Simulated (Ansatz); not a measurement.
Problem. Each is relaxed and computed with plane-wave PAW LDA (Ansatz code). Which alone has a direct gap?
A. SnS, Pnma (Sn on 4c, S on 4c)
B. SrLi2SnS4, I-42m (Sn on 2a, Sr on 2b, Li on 4d, S on 8i)
C. SnPS3, R-3 (Sn on 6c, P on 6c, S on 18f)
D. SnS2, CdI2 type

Solution. B, SrLi2SnS4, I-42m (Sn on 2a, Sr on 2b, Li on 4d, S on 8i). SrLi2SnS4: gap 2.31 eV (direct); SnS: gap 0.51 eV (indirect); SnS2: gap 1.02 eV (indirect); SnPS3: gap 1.25 eV (indirect). Standing as an ambient phase not checked: SrLi2SnS4, I-42m (Sn on 2a, Sr on 2b, Li on 4d, S on 8i); SnPS3, R-3 (Sn on 6c, P on 6c, S on 18f). Weakly bound layers, chains or molecules computed without a dispersion correction, so cells and soft constants are ill determined: SnS, Pnma (Sn on 4c, S on 4c); SnS2, CdI2 type; SnPS3, R-3 (Sn on 6c, P on 6c, S on 18f). All cells were relaxed under the symmetry of their starts (and spin orders); stability against distortions was not tested throughout. Spin–orbit coupling is left out wherever it is not named.

Potentials: the later of the program's two PAW sets.
